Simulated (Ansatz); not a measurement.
Before relaxation, H over the place (0/4, 0/4) of the surface cell, counted from the highest slab atom, its height relaxed (Mg, R-3m (No. 166), (0 0 1) face):

```
CELL_PARAMETERS angstrom
3.18370 0.00000 0.00000
-1.59185 2.75717 0.00000
0.00000 0.00000 26.70819
ATOMIC_POSITIONS crystal
Mg 0.66667 0.33333 0.31825
Mg 0.33333 0.66667 0.41461
Mg 0.66667 0.33333 0.50903
Mg 0.33333 0.66667 0.60653
H 0.33333 0.66667 0.67093
```

These are results of DFT PBEsol, scalar-relativistic, plane waves, PAW in Ansatz 0.2.0, not measurements. Settings: cutoff 420 eV, Γ-centred mesh 9×9×1 on the computed 5-atom cell, Gaussian smearing of 0.10 eV; no spin polarisation. A dipole correction removes the field between periodic images along c.

Atoms 1, 2, 3, 4 (counted from 1) are held. Atom 5 may move along c only. The cell is fixed. Force threshold 0.02 eV/Å.

Question: Where does it end?

Answer: The energy changes by less than 0.001 eV in 2 steps, to:

```xyz
5
Lattice="3.1837 0.0000 0.0000 -1.5919 2.7572 0.0000 0.0000 0.0000 26.7082" Properties=species:S:1:pos:R:3 pbc="T T T"
Mg    1.5919    0.9191    8.5000
Mg    0.0000    1.8381   11.0735
Mg    1.5919    0.9191   13.5953
Mg    0.0000    1.8381   16.1994
H     0.0000    1.8381   17.9268
```

The end is the local minimum or symmetric point that this start leads to.

The reference crystal is a form of Mg, which isn't its usual structure.